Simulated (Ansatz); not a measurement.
TaRu:
```cif
data_RuTa
_chemical_formula_sum 'Ru1 Ta1'
_space_group_name_H-M_alt 'P4/mmm'
_space_group_IT_number 123
_space_group_name_Hall '-P 4 2'
_cell_length_a 3.04552
_cell_length_b 3.04552
_cell_length_c 3.39051
_cell_angle_alpha 90.000
_cell_angle_beta 90.000
_cell_angle_gamma 90.000
loop_
_atom_site_label
_atom_site_type_symbol
_atom_site_symmetry_multiplicity
_atom_site_Wyckoff_symbol
_atom_site_fract_x
_atom_site_fract_y
_atom_site_fract_z
_atom_site_occupancy
Ru1 Ru 1 a 0.00000 0.00000 0.00000 1
Ta1 Ta 1 d 0.50000 0.50000 0.50000 1
```

Relaxed at zero pressure with plane-wave PAW r²SCAN (Ansatz code).

Q: The volume is lowered by 3 % and shape and atoms relax at that volume. What pressure results, and how do the axes share the change?

A: 8.7 GPa; a -1.0 %, b -1.0 %, c -1.1 %; the energy rises by 13 meV/atom.

Q: Give the new structure.

A: 
Space group P4/mmm (No. 123); a = b = 3.0156 Å, c = 3.3544 Å, α = β = γ = 90.00°

| atom | site | symmetry | x | y | z |
|---|---|---|---|---|---|
| Ru | 1a | 4/mmm | 0.0000 | 0.0000 | 0.0000 |
| Ta | 1d | 4/mmm | 0.5000 | 0.5000 | 0.5000 |

The phase is kept; no other phase was compared at this pressure.

The workflow started from an entry of the Crystallography Open Database (COD), which files this formula under 2 space groups. Whether it is the stable phase at ambient conditions was not checked. The cell was relaxed with r²SCAN under the symmetry of its start; its stability against distortions is not shown here. The run is not spin-polarised. Axis ratios of metals converge slowly with the k-mesh, so a and c are less sure than the volume. Scalar-relativistic: spin–orbit coupling is off unless named, which matters more the heavier the elements.

Potentials: the later of the program's two PAW sets.
